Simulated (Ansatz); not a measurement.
A geometry of Li away from equilibrium: the start of the relaxation of a generated cell, Li placed in the AFLOW prototype A_oP8_62_2c (A_c). All values below come from PBEsol (plane waves to 420 eV, PAW, scalar-relativistic; Ansatz, a quantum-chemistry and plane-wave program). Γ-centred k-mesh 5×7×7 on the run's cell (coarser than for final values), Fermi–Dirac smearing 0.05 eV.

```xyz
8
Lattice="6.8898 0.0000 0.0000 0.0000 4.8837 0.0000 0.0000 0.0000 5.0533" Properties=species:S:1:pos:R:3:forces:R:3 pbc="T T T" free_energy=-1623.132 pressure_GPa=-0.2
Li     3.1969     1.2209     1.4756    0.2485    0.0000    0.0034
Li     6.6417     1.2209     1.0511    0.2485    0.0000   -0.0034
Li     3.6929     3.6628     3.5778   -0.2485    0.0000   -0.0034
Li     0.2480     3.6628     4.0022   -0.2485    0.0000    0.0034
Li     1.2470     1.2209     3.3251    0.1916    0.0000    0.3942
Li     4.6919     1.2209     4.2549    0.1916    0.0000   -0.3942
Li     5.6427     3.6628     1.7282   -0.1916    0.0000   -0.3942
Li     2.1978     3.6628     0.7984   -0.1916    0.0000    0.3942
```

Positions in Å, forces in eV/Å, free energy of the cell in eV (comparable only within this code, potentials and settings). Largest force: 0.44 eV/Å, on Li5, Li6, Li7, Li8 (atoms numbered as listed); the geometry lies 0.11 eV/atom above the end of its relaxation.

No spin polarisation in the result.

The run could not lose the symmetry of its start, so the end can be a saddle point.

The end of the path is a generated cell of Li: the first start was made by placing the elements on the sites of a structure type, and the end was not matched to a known phase here, so it may be hypothetical. Known forms of Li include space group No. 229.
